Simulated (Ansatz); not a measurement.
**Ag3Au (Pm-3m): electronic heat capacity and spin susceptibility from the density of states**

Computed with DFT r2SCAN, scalar-relativistic, plane waves, PAW (Ansatz).

Settings: cutoff 500 eV, Γ-centred mesh 10×10×10 on the computed 4-atom cell, Gaussian smearing of 0.10 eV; no spin polarisation.

Relaxed cell: Pm-3m, a = 4.107 Å, b = 4.107 Å, c = 4.107 Å, α = 90.00°, β = 90.00°, γ = 90.00°, 4 atoms in the primitive cell. Whether it is the stable form of this composition wasn't checked.

The density of states at the Fermi level is 0.959 states/eV in the cell of 4 atoms (1 formula unit; both spins, tetrahedra on a 15×15×15 mesh).

**Question.** What Sommerfeld coefficient and Pauli susceptibility does this give?

**Answer.** Per formula unit N(E_F) = 0.959 states/eV. γ = (π²/3) k_B² N(E_F) N_A = 2.357 mJ/(mol K²) per state/eV, so γ = 2.3 mJ/(mol K²), a mole of formula units. χ_P = μ_B² N(E_F) N_A = 3.23×10⁻⁵ emu/mol per state/eV gives 3.1×10⁻⁵ emu/mol. This is the bare band result: a measured γ of the same phase is as a rule larger by a factor 1 + λ from phonons and spin fluctuations, the spin part of χ is larger by the Stoner factor, and a measured χ also holds orbital and core terms. N(E_F) at one energy is sensitive to the mesh where the density of states has sharp peaks.

Spin-orbit coupling is left out, which matters for the bands of heavy elements.